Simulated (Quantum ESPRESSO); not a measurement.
## Mg3O2ClF (one run as intended and one with a planted mistake)

A calculation, not a measurement. The program is pw.x of Quantum ESPRESSO 7.5 (plane-wave density functional theory). The cell is made up: 7 atoms on a rocksalt lattice with one site empty, with randomly drawn elements, strain and displacements, not relaxed. PseudoDojo standard norm-conserving files (v0.5 for PBE, v0.4.1 for LDA and PBEsol) set the functional; there is no spin polarisation, spin-orbit coupling or dispersion term, and the masses in the input are unused placeholders.

Intended input:

```
&control calculation='scf', pseudo_dir='./dojo.nc.sr.pbe.v0_5.standard.upf', outdir='./o', disk_io='medium', tprnfor=.true., tstress=.true. /
&system ibrav=0, nat=7, ntyp=4, nbnd=34, ecutwfc=84.00895049, nosym=.true., tot_charge=0,
 occupations='smearing', smearing='fd', degauss=0.0018374661
/
&electrons conv_thr=7.350e-09, electron_maxstep=60, /
ATOMIC_SPECIES
Cl 1.0 Cl.upf
F 1.0 F.upf
Mg 1.0 Mg.upf
O 1.0 O.upf
CELL_PARAMETERS angstrom
4.4081 0.0 0.0
0.0 4.4081 0.0
0.0 0.0 4.4081
ATOMIC_POSITIONS angstrom
Mg -0.0139 -0.0318 -0.1416
Mg 0.0477 2.1855 2.2227
Mg 2.2372 2.2052 -0.0384
O 2.2688 -0.0714 -0.0973
Cl 2.1673 2.2298 2.1266
O 4.4387 -0.0742 2.2422
F 4.3853 2.242 -0.0058
K_POINTS automatic
4 4 4 1 1 1
```

The log is shortened where brackets say so; the opening notice, blank lines, dates and the lines on written files are dropped, and the path of the files is cut. It prints rydbergs, bohrs and kilobars, and counts compression as positive stress. Where no state is partly filled, the Fermi energy that it prints is only some level between the filled and the empty states on the mesh, and need not lie in the true gap.

Log of the intended run:

```
     Program PWSCF v.7.5
     Parallel version (MPI & OpenMP), running on       1 processor cores
     Number of MPI processes:                 1
     Threads/MPI process:                     1
     [start-up lines left out]
     bravais-lattice index     =            0
     lattice parameter (alat)  =       8.3301  a.u.
     unit-cell volume          =     578.0307 (a.u.)^3
     number of atoms/cell      =            7
     number of atomic types    =            4
     number of electrons       =        56.00
     number of Kohn-Sham states=           34
     kinetic-energy cutoff     =      84.0090  Ry
     charge density cutoff     =     336.0358  Ry
     scf convergence threshold =      7.3E-09
     mixing beta               =       0.7000
     number of iterations used =            8  plain     mixing
     Exchange-correlation= PBE
                           (   1   4   3   4   0   0   0)
     [axes and pseudopotential details left out]
   Cartesian axes
     site n.     atom                  positions (alat units)
         1        Mg     tau(   1) = (  -0.0031533  -0.0072140  -0.0321227  )
         2        Mg     tau(   2) = (   0.0108210   0.4957918   0.5042308  )
         3        Mg     tau(   3) = (   0.5075202   0.5002609  -0.0087112  )
         4        O      tau(   4) = (   0.5146889  -0.0161975  -0.0220730  )
         5        Cl     tau(   5) = (   0.4916631   0.5058415   0.4824301  )
         6        O      tau(   6) = (   1.0069418  -0.0168326   0.5086545  )
         7        F      tau(   7) = (   0.9948277   0.5086092  -0.0013158  )
     number of k points=    32  Fermi-Dirac smearing, width (Ry)=  0.0018
                       cart. coord. in units 2pi/alat
        k(    1) = (   0.1250000   0.1250000   0.1250000), wk =   0.0625000
        k(    2) = (   0.1250000   0.1250000   0.3750000), wk =   0.0625000
     [further k points left out]
     Dense  grid:    60245 G-vectors     FFT dimensions: (  50,  50,  50)
     Estimated max dynamical RAM per process >      74.07 MB
     Initial potential from superposition of free atoms
     starting charge      55.9976, renormalised to      56.0000
     Starting wfcs are   31 randomized atomic wfcs +    3 random wfcs
     total cpu time spent up to now is        4.3 secs
     per-process dynamical memory:    52.1 Mb
     Self-consistent Calculation
     iteration #  1     ecut=    84.01 Ry     beta= 0.70
     Davidson diagonalization with overlap
     ethr =  1.00E-02,  avg # of iterations =  5.1
     total cpu time spent up to now is       15.4 secs
     total energy              =    -504.33929665 Ry
     estimated scf accuracy    <       1.59377909 Ry
     iteration #  2     ecut=    84.01 Ry     beta= 0.70
     Davidson diagonalization with overlap
     ethr =  2.85E-03,  avg # of iterations =  4.6
     total cpu time spent up to now is       26.8 secs
     total energy              =    -504.09612946 Ry
     estimated scf accuracy    <       4.63943096 Ry
     [iterations 3 to 9 left out]
     iteration # 10     ecut=    84.01 Ry     beta= 0.70
     Davidson diagonalization with overlap
     ethr =  6.53E-10,  avg # of iterations =  2.1
     total cpu time spent up to now is      112.0 secs
     total energy              =    -505.09829114 Ry
     estimated scf accuracy    <       0.00000002 Ry
     iteration # 11     ecut=    84.01 Ry     beta= 0.70
     Davidson diagonalization with overlap
     ethr =  4.14E-11,  avg # of iterations =  2.3
     total cpu time spent up to now is      121.2 secs
     End of self-consistent calculation
     [lines on levels left out]
     the Fermi energy is     9.0518 ev
!    total energy              =    -505.09829114 Ry
     estimated scf accuracy    <          1.8E-09 Ry
     smearing contrib. (-TS)   =       0.00000000 Ry
     internal energy E=F+TS    =    -505.09829114 Ry
     The total energy is F=E-TS. E is the sum of the following terms:
     one-electron contribution =    -291.75568001 Ry
     hartree contribution      =     158.23751171 Ry
     xc contribution           =     -84.89460199 Ry
     ewald contribution        =    -286.68552085 Ry
     convergence has been achieved in  11 iterations
     Forces acting on atoms (cartesian axes, Ry/au):
     atom    1 type  3   force =     0.00294946   -0.00075102    0.01831824
     atom    2 type  3   force =    -0.06253396   -0.00300959   -0.01076523
     atom    3 type  3   force =     0.00202528   -0.00160976   -0.02370030
     atom    4 type  4   force =    -0.00876159    0.01360422    0.01207505
     atom    5 type  1   force =     0.06176618   -0.00340832    0.02393184
     atom    6 type  4   force =    -0.00259944    0.01329568   -0.01594397
     atom    7 type  2   force =     0.00715407   -0.01812121   -0.00391563
     Total force =     0.102900     Total SCF correction =     0.000070
     Computing stress (Cartesian axis) and pressure
          total   stress  (Ry/bohr**3)                   (kbar)     P=       64.50
   0.00131524  -0.00000138  -0.00003325          193.48       -0.20       -4.89
  -0.00000138  -0.00135775  -0.00000333           -0.20     -199.73       -0.49
  -0.00003325  -0.00000333   0.00135789           -4.89       -0.49      199.75
     init_run     :      4.13s CPU      4.26s WALL (       1 calls)
     electrons    :    109.45s CPU    116.89s WALL (       1 calls)
     forces       :      1.22s CPU      1.25s WALL (       1 calls)
     stress       :      5.46s CPU      5.52s WALL (       1 calls)
     [timing details left out]
     PWSCF        :   2m 0.39s CPU   2m 8.18s WALL
     JOB DONE.
```

A second run has one planted mistake: the files are those of another functional. The input lines that differ, file-writing options aside:

```
- &control calculation='scf', pseudo_dir='./dojo.nc.sr.pbe.v0_5.standard.upf', outdir='./o', disk_io='medium', tprnfor=.true., tstress=.true. /
+ &control calculation='scf', pseudo_dir='./dojo.nc.sr.pbesol.v0_4_1.standard.upf', outdir='./o', disk_io='medium', tprnfor=.true., tstress=.true. /
```

Its log:

```
     Program PWSCF v.7.5
     Parallel version (MPI & OpenMP), running on       1 processor cores
     Number of MPI processes:                 1
     Threads/MPI process:                     1
     [start-up lines left out]
     bravais-lattice index     =            0
     lattice parameter (alat)  =       8.3301  a.u.
     unit-cell volume          =     578.0307 (a.u.)^3
     number of atoms/cell      =            7
     number of atomic types    =            4
     number of electrons       =        56.00
     number of Kohn-Sham states=           34
     kinetic-energy cutoff     =      84.0090  Ry
     charge density cutoff     =     336.0358  Ry
     scf convergence threshold =      7.3E-09
     mixing beta               =       0.7000
     number of iterations used =            8  plain     mixing
     Exchange-correlation= PBESOL
                           (   1   4  10   8   0   0   0)
     [axes and pseudopotential details left out]
   Cartesian axes
     site n.     atom                  positions (alat units)
         1        Mg     tau(   1) = (  -0.0031533  -0.0072140  -0.0321227  )
         2        Mg     tau(   2) = (   0.0108210   0.4957918   0.5042308  )
         3        Mg     tau(   3) = (   0.5075202   0.5002609  -0.0087112  )
         4        O      tau(   4) = (   0.5146889  -0.0161975  -0.0220730  )
         5        Cl     tau(   5) = (   0.4916631   0.5058415   0.4824301  )
         6        O      tau(   6) = (   1.0069418  -0.0168326   0.5086545  )
         7        F      tau(   7) = (   0.9948277   0.5086092  -0.0013158  )
     number of k points=    32  Fermi-Dirac smearing, width (Ry)=  0.0018
                       cart. coord. in units 2pi/alat
        k(    1) = (   0.1250000   0.1250000   0.1250000), wk =   0.0625000
        k(    2) = (   0.1250000   0.1250000   0.3750000), wk =   0.0625000
     [further k points left out]
     Dense  grid:    60245 G-vectors     FFT dimensions: (  50,  50,  50)
     Estimated max dynamical RAM per process >      74.07 MB
     Initial potential from superposition of free atoms
     starting charge      55.9976, renormalised to      56.0000
     Starting wfcs are   31 randomized atomic wfcs +    3 random wfcs
     total cpu time spent up to now is        3.6 secs
     per-process dynamical memory:    52.1 Mb
     Self-consistent Calculation
     iteration #  1     ecut=    84.01 Ry     beta= 0.70
     Davidson diagonalization with overlap
     ethr =  1.00E-02,  avg # of iterations =  5.1
     total cpu time spent up to now is       15.9 secs
     total energy              =    -503.37544742 Ry
     estimated scf accuracy    <       1.48806999 Ry
     iteration #  2     ecut=    84.01 Ry     beta= 0.70
     Davidson diagonalization with overlap
     ethr =  2.66E-03,  avg # of iterations =  4.6
     total cpu time spent up to now is       26.0 secs
     total energy              =    -503.12375579 Ry
     estimated scf accuracy    <       4.53419796 Ry
     [iterations 3 to 9 left out]
     iteration # 10     ecut=    84.01 Ry     beta= 0.70
     Davidson diagonalization with overlap
     ethr =  2.16E-10,  avg # of iterations =  3.5
     total cpu time spent up to now is      106.3 secs
     total energy              =    -504.09123755 Ry
     estimated scf accuracy    <       0.00000004 Ry
     iteration # 11     ecut=    84.01 Ry     beta= 0.70
     Davidson diagonalization with overlap
     ethr =  7.47E-11,  avg # of iterations =  2.0
     total cpu time spent up to now is      115.0 secs
     End of self-consistent calculation
     [lines on levels left out]
     the Fermi energy is     8.8824 ev
!    total energy              =    -504.09123756 Ry
     estimated scf accuracy    <          3.0E-10 Ry
     smearing contrib. (-TS)   =       0.00000000 Ry
     internal energy E=F+TS    =    -504.09123756 Ry
     The total energy is F=E-TS. E is the sum of the following terms:
     one-electron contribution =    -291.63560742 Ry
     hartree contribution      =     157.68085987 Ry
     xc contribution           =     -83.45096916 Ry
     ewald contribution        =    -286.68552085 Ry
     convergence has been achieved in  11 iterations
     Forces acting on atoms (cartesian axes, Ry/au):
     atom    1 type  3   force =     0.00251892   -0.00149065    0.01730143
     atom    2 type  3   force =    -0.06163669   -0.00248661   -0.01045347
     atom    3 type  3   force =     0.00235388   -0.00104836   -0.02342212
     atom    4 type  4   force =    -0.00804517    0.01234703    0.01139703
     atom    5 type  1   force =     0.06051457   -0.00237580    0.02361342
     atom    6 type  4   force =    -0.00236750    0.01211568   -0.01427072
     atom    7 type  2   force =     0.00666200   -0.01706129   -0.00416558
     Total force =     0.100294     Total SCF correction =     0.000034
     Computing stress (Cartesian axis) and pressure
          total   stress  (Ry/bohr**3)                   (kbar)     P=       31.43
   0.00108134  -0.00000120  -0.00003234          159.07       -0.18       -4.76
  -0.00000120  -0.00156379  -0.00000337           -0.18     -230.04       -0.50
  -0.00003234  -0.00000337   0.00112350           -4.76       -0.50      165.27
     init_run     :      3.42s CPU      3.53s WALL (       1 calls)
     electrons    :    100.72s CPU    111.46s WALL (       1 calls)
     forces       :      1.15s CPU      1.17s WALL (       1 calls)
     stress       :      4.32s CPU      4.35s WALL (       1 calls)
     [timing details left out]
     PWSCF        :   1m49.75s CPU   2m 0.89s WALL
     JOB DONE.
```

```
                                            intended run  run with the mistake
                          free energy (eV)     -6872.212             -6858.511
                    smearing term -TS (eV)        0.0000                0.0000
                            pressure (GPa)          6.45                  3.14
            largest force component (eV/Å)         1.608                 1.585
largest change of a force component (eV/Å)                               0.043
                                iterations            11                    11
```

For scale, a rerun of the intended cell at 1437 eV and a 6 x 6 x 6 mesh moved values by no more than 0.003 eV in energy, 0.04 GPa in stress and 0.003 eV/Å in force. Files of another functional have another zero of energy, so the energy change says nothing on stability.